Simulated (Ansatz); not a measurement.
# TiOs: from a starting cell to a relaxed one

The start is a randomly generated symmetric cell of TiOs (space group No. 187). The cell and all atomic positions are relaxed at zero pressure with PBEsol (plane waves to 420 eV, PAW, scalar-relativistic; Ansatz, an electronic-structure program). The first steps use a coarse 7×7×8 k-mesh.

Input geometry:
```
TiOs
1.0
    5.29766     0.00000     0.00000
   -2.64883     4.58791     0.00000
    0.00000     0.00000     3.92714
Os Ti
3 3
Cartesian
  0.00000   0.00000   0.00000
  0.00000   3.05860   1.96357
  2.64883   1.52930   1.96357
 -1.68021   4.02868   1.96357
  0.00000   1.11846   1.96357
  1.68021   4.02868   1.96357
```

Question: By how much does the energy per atom fall from start to end?

Answer: About 2.4 eV/atom.

Question: How does the volume per atom move from start to end?

Answer: +35.2 %, from 15.91 to 21.50 Å³/atom.

Question: Is the relaxed structure metallic? Give its gap.

Answer: Zero (metallic).

Question: Write out the relaxed structure.

Answer: 
```cif
data_Os3Ti3
_chemical_formula_sum 'Os3 Ti3'
_space_group_name_H-M_alt 'P-6m2'
_space_group_IT_number 187
_space_group_name_Hall 'P -6 2'
_cell_length_a 7.29118
_cell_length_b 7.29118
_cell_length_c 2.80258
_cell_angle_alpha 90.000
_cell_angle_beta 90.000
_cell_angle_gamma 120.000
loop_
_atom_site_label
_atom_site_type_symbol
_atom_site_symmetry_multiplicity
_atom_site_Wyckoff_symbol
_atom_site_fract_x
_atom_site_fract_y
_atom_site_fract_z
_atom_site_occupancy
Os1 Os 1 a 0.00000 0.00000 0.00000 1
Os2 Os 1 d 0.33333 0.66667 0.50000 1
Os3 Os 1 f 0.66667 0.33333 0.50000 1
Ti1 Ti 3 k 0.15645 0.31290 0.50000 1
```

The space group stays P-6m2 (No. 187) (the run could not lower it), with 6 atoms in the primitive cell. Final values are on a 8×8×17 k-mesh of the relaxed cell. The start holds a very short contact (Ti–Ti 1.94 Å). No spin polarisation in the result.

The run could not lose the symmetry of its start, so the end can be a saddle point.

The relaxed structure here is a generated cell of TiOs: the first start was made by a random draw of sites in a space group, and the end was not matched to a known phase here, so it may be hypothetical.
